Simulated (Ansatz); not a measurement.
NaI:
```yaml
crystal:
  lattice:
    - [0.00000, 3.23022, 3.23022]
    - [3.23022, 0.00000, 3.23022]
    - [3.23022, 3.23022, 0.00000]
  atoms:
    - { symbol: Na, position: [0.00000, 0.00000, 0.00000] }
    - { symbol: I, position: [0.50000, 0.50000, 0.50000] }
```

Relaxed with r²SCAN. Special points in fractions of this cell's reciprocal vectors: Γ (0.000, 0.000, 0.000); X (0.500, 0.000, 0.500); U (0.625, 0.250, 0.625); K (0.375, 0.375, 0.750); L (0.500, 0.500, 0.500); W (0.500, 0.250, 0.750).

**Question.** List the band energies nearest the valence-band maximum at these points for r²SCAN (plane waves, PAW; program Ansatz).

**Answer.** In eV from the valence-band maximum; about four levels below and three above (degenerate sets whole), none deeper than 8.9 eV; points with the same levels are listed once.

| k | below | above |
|---|---|---|
| Γ | 0.00 0.00 0.00 | 4.45 8.54 8.54 8.54 |
| X | -1.95 -0.77 -0.77 | 5.22 6.05 10.77 |
| U | -1.68 -1.36 -0.62 | 5.90 7.30 9.43 |
| L | -2.21 -0.30 -0.30 | 5.70 8.10 8.10 |
| W | -1.44 -1.44 -0.94 | 6.58 8.09 8.09 |

Space group Fm-3m (rock salt). The r²SCAN relaxation kept the symmetry of its start. Spin–orbit coupling is left out wherever it is not named.

Potentials: the later of the program's two PAW sets.
